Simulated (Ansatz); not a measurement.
SnO₂:
```
CELL_PARAMETERS angstrom
      3.21643     0.00000     0.00000
     -1.60821     2.78551     0.00000
      0.00000     0.00000     4.59343
ATOMIC_POSITIONS crystal
  Sn 0.00000 0.00000 0.00000
  O  0.33333 0.66667 0.22003
  O  0.66667 0.33333 0.77997
```

Relaxed with PBE+D3(BJ).

Problem. Give the optical modes at the zone centre with their infrared activity from DFPT, PBE+D3(BJ) in the plane-wave PAW code Ansatz.

Solution. Transverse frequencies, without the LO–TO term; a row sums one degenerate level.

| ω (cm⁻¹) | degeneracy | IR ((D/Å)²/amu) | activity | symmetry |
|---|---|---|---|---|
| 387 | 2 | 37.68 | IR | Eu |
| 441 | 2 | 0.00 | IR-inactive | Eg |
| 456 | 1 | 3.85 | IR | A2u |
| 488 | 1 | 0.00 | IR-inactive | A1g |

Problem. How high does the top mode go among those that the LO–TO term moves?

Solution. 601 cm⁻¹ for q along x, 601 cm⁻¹ for q along y, 525 cm⁻¹ for q along z.

Space group P-3m1 (CdI2 type). The cell is a constructed one: a structure type filled with these elements; neither database checked (COD, Materials Project) lists it. It is not the phase usual at ambient conditions (space group No. 136). Symmetry was held in the PBE+D3(BJ) relaxation; phonons on a q-mesh show no instability. Scalar-relativistic: spin–orbit coupling is off unless named, which matters more the heavier the elements.

Potentials: the later of the program's two PAW sets.
